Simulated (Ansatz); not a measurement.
TiHg (space group P4/mmm)

```
CELL_PARAMETERS angstrom
      2.96284     0.00000     0.00000
      0.00000     2.96284     0.00000
      0.00000     0.00000     4.06304
ATOMIC_POSITIONS crystal
  Ti 0.50000 0.50000 0.50000
  Hg 0.00000 0.00000 0.00000
```

Two coordinates are scanned: the volume, and the ratio of the stretch along z (the conventional c axis) to the stretch across it. Atoms keep their fractional coordinates.

Calculation: PBEsol (plane waves to 420 eV, PAW, scalar-relativistic; Ansatz, a first-principles code). k mesh 16×16×12 (Γ-centred), Fermi-Dirac smearing 0.05 eV. Stress and pressure are positive under compression. With partly filled bands, the response to shear is sensitive to the k mesh, so small differences along c/a are uncertain. Spin-orbit coupling is left out, though Hg is heavy. TiHg is run without spin polarisation. TiHg was relaxed with its symmetry unable to fall. The last digit holds for this mesh only.

Changes of σxx (GPa) from the point V/V₀ = 1.000, (c/a)/(c/a)₀ = 1.000 when one coordinate moves alone (two changes are said to add if the coupling is within 5 % of the smaller one, nearly so within 20 %):

| point | change |
|---|---|
| V/V₀ = 1.000, (c/a)/(c/a)₀ = 0.880 | -0.30 |
| V/V₀ = 1.000, (c/a)/(c/a)₀ = 0.920 | -0.54 |
| V/V₀ = 1.000, (c/a)/(c/a)₀ = 0.960 | -0.37 |
| V/V₀ = 0.960, (c/a)/(c/a)₀ = 1.000 | 5.51 |
| V/V₀ = 0.973, (c/a)/(c/a)₀ = 1.000 | 3.53 |
| V/V₀ = 0.987, (c/a)/(c/a)₀ = 1.000 | 1.70 |
| V/V₀ = 1.013, (c/a)/(c/a)₀ = 1.000 | -1.57 |
| V/V₀ = 1.027, (c/a)/(c/a)₀ = 1.000 | -3.02 |
| V/V₀ = 1.040, (c/a)/(c/a)₀ = 1.000 | -4.37 |
| V/V₀ = 1.000, (c/a)/(c/a)₀ = 1.040 | 0.68 |
| V/V₀ = 1.000, (c/a)/(c/a)₀ = 1.080 | 1.57 |
| V/V₀ = 1.000, (c/a)/(c/a)₀ = 1.120 | 2.62 |

**Question.** Do the two effects add at V/V₀ = 1.027, (c/a)/(c/a)₀ = 1.120? Give the computed change.

**Answer.** The sum of the single changes is -3.02 + (2.62) = -0.40; the calculation gives -0.59, so the coupling contributes -0.19 (under 20 % of the smaller single change, nearly additive).

(A scan under strain: stresses follow from slopes of the energy per volume, elastic moduli from its curvatures.)
